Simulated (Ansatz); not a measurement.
Phonon dispersion of TaTi₅N₆

These are results of DFT PBE, scalar-relativistic, plane waves, PAW (Ansatz 0.2.0), not measurements. Cutoff 420 eV, 12×12×4 k-points (Γ-centred), Fermi-Dirac smearing of 0.15 eV. No spin polarisation. Phonons by linear response, acoustic sum rule imposed.

The cell, relaxed at this level:
```
Ti Ta N
1.0
     3.03235    0.00000    0.00000
     0.00000    3.03235    0.00000
     0.00000    0.00000   12.82232
Ti Ta N
5 1 6
Direct
  0.00000 0.00000 0.00000
  0.50000 0.50000 0.16511
  0.00000 0.00000 0.32708
  0.00000 0.00000 0.67292
  0.50000 0.50000 0.83489
  0.50000 0.50000 0.50000
  0.00000 0.00000 0.16449
  0.50000 0.50000 0.33049
  0.00000 0.00000 0.50000
  0.50000 0.50000 0.66951
  0.00000 0.00000 0.83551
  0.50000 0.50000 0.00000
```

The structure comes from a generated guess, relaxed at this level; another structure or a mixture of phases may lie lower. In a metal, frequencies and elastic constants depend on the k mesh and the smearing, soft modes and shear constants most. Spin–orbit coupling is left out, which matters for heavy elements. The q mesh is coarse, so values between its points are rough.

Force constants from linear response on a 2×2×1 q mesh.

Task: Is the structure dynamically stable on this mesh?

Result: Yes, on this mesh: no mode is imaginary.

Task: Give the frequencies (cm⁻¹; i marks imaginary ones) at the irreducible q points, in fractions of the reciprocal vectors.

Result:
```
                  q  star                                                                                                                                      frequencies
  0.000 0.000 0.000     1          0 0 0 99 99 112 131 131 184 184 208 211 223 223 240 240 244 285 465 471 471 481 481 484 484 484 484 490 490 503 541 543 543 558 559 569
 0.000 -0.500 0.000     2  104 107 137 160 168 168 168 175 177 184 188 199 229 229 250 255 273 277 438 493 502 502 505 507 507 517 524 525 536 536 537 564 566 571 615 645
-0.500 -0.500 0.000     1     98 98 99 155 211 213 236 236 246 246 248 248 255 255 266 266 274 274 471 490 490 495 495 500 500 500 500 515 516 516 543 546 558 558 560 568
```
